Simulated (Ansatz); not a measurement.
BaO:
```yaml
crystal:
  lattice:
    - [0.00000, 2.78672, 2.78672]
    - [2.78672, 0.00000, 2.78672]
    - [2.78672, 2.78672, 0.00000]
  atoms:
    - { symbol: Ba, position: [0.00000, 0.00000, 0.00000] }
    - { symbol: O, position: [0.50000, 0.50000, 0.50000] }
```

x, y and z are the axes in which the lattice vectors are written.

**Question.** Give the high-frequency dielectric tensor and the Born effective charge tensors of the independent atoms from DFPT, DFT-PBE in the program Ansatz with PAW potentials.

**Answer.** 
ε∞:
```
4.18  0.00  0.00
0.00  4.18  0.00
0.00  0.00  4.18
```
Z* of atom 1 (Ba), rows: field, columns: displacement, in e:
```
2.73  0.00  0.00
0.00  2.73  0.00
0.00  0.00  2.73
```
Z* of atom 2 (O), rows: field, columns: displacement, in e:
```
-2.73   0.00   0.00
 0.00  -2.73   0.00
 0.00   0.00  -2.73
```

Static charges for comparison (Bader): Ba1 +1.43, O2 -1.43 e. Born charges measure polarisation by displacement and can exceed these by far.

Space group Fm-3m (rock salt). Symmetry was held in the PBE relaxation. Spin–orbit coupling is left out wherever it is not named.

Potentials: the later of the program's two PAW sets.
